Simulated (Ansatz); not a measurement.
Li₂TaO₂: start and end of a relaxation

The cell of Li₂TaO₂ is invented: random cell by space group and Wyckoff sites (P4/mmm, No. 123). Its size is a rough estimate.

start:

Space group P4/mmm (No. 123). a = 4.217 Å, b = 4.217 Å, c = 3.333 Å, α = 90.00°, β = 90.00°, γ = 90.00°
```
atom  site  symmetry       x       y       z
  Li    2f      mmm.  0.5000  0.0000  0.0000
  Ta    1d     4/mmm  0.5000  0.5000  0.5000
   O    2e      mmm.  0.5000  0.0000  0.5000
```

Method: DFT PBE, scalar-relativistic, plane waves, PAW (Ansatz 0.2.0). Cutoff 420 eV, Gaussian smearing, Γ-centred meshes. Cell and atoms relax first on a coarse mesh and then on a finer one. In between, the cell is made exact in the group found at 0.06 Å. In metals the finer mesh still leaves noise of several meV/atom or more. The steps can't lower the symmetry of their start. No spin polarisation in the relaxation; trial moments died out in a coarse test.

end:

Space group P4/mmm (No. 123). a = 4.088 Å, b = 4.088 Å, c = 3.777 Å, α = 90.00°, β = 90.00°, γ = 90.00°
```tsv
atom	site	symmetry	x	y	z
Li	2f	mmm.	0.5000	0.0000	0.0000
Ta	1d	4/mmm	0.5000	0.5000	0.5000
O	2e	mmm.	0.5000	0.0000	0.5000
```

The symmetry stays P4/mmm (No. 123). The volume per atom grows by 6.5 %, from 11.9 to 12.6 Å³. The shortest distance goes from 1.67 Å (Li–O) to 1.89 Å (Li–O). The ratio c/a of the conventional cell changes by a factor of 1.17. The energy falls by about 0.14 eV/atom (the start's value is from the coarse mesh).

```yaml
Volume_per_atom: 12.63 Å³
Density: 5.97 g/cm³
Formation_energy: −1.62 eV/atom
Gap_on_the_10×10×10_mesh_of_the_5-atom_cell: 0 eV (a metal)
```

Formation energies are uncorrected and refer to the elements' standard structures at the same level (O₂ as a molecule).

The last run used Gaussian smearing of 0.10 eV. Spin–orbit coupling, which can matter for Ta, is left out. An odd number of electrons in the primitive cell allows no gap without spin; a larger cell or a magnetic state could open one. A structure relaxed within its symmetry needn't be a true minimum. In all, the 3 runs took 61 s on 1 thread of Arm Neoverse V2, with other jobs on the host. Another cell of Li2TaO2 relaxed alike, in P-3m1, lies 120 meV/atom lower, so this cell isn't the stable form at this level.
